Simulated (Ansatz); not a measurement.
NbCo2 (cubic Laves (MgCu2 type), Fd-3m) under volume change, PBEsol (plane waves, PAW; program Ansatz), scaled uniformly.

```
V (Å³/atom)  E − E(relaxed) (meV/atom)  P (GPa)
-----------  -------------------------  -------
11.128                            95.1    30.12
11.495                            39.9    18.41
11.862                             9.4     8.46
12.229                             0.0     0.00
12.595                             8.5    -7.20
12.962                            32.2   -13.32
13.329                            68.8   -18.51
```

Task: What does a third-order Birch–Murnaghan fit give for V₀, B₀ and B′?

Result: V₀ = 12.23 Å³/atom, B₀ = 260 GPa, B′ = 4.4.

The first step of the workflow began from a Materials Project structure, measured or hypothetical; the Crystallography Open Database files this formula in space group No. 227, but the cells were not matched. Its standing as an ambient phase is unchecked. The cell was relaxed with PBEsol under the symmetry of its start. At this level the phase is dynamically unstable (imaginary phonons). The workflow began spin-polarised and lost its moments.

Potentials: the later of the program's two PAW sets.
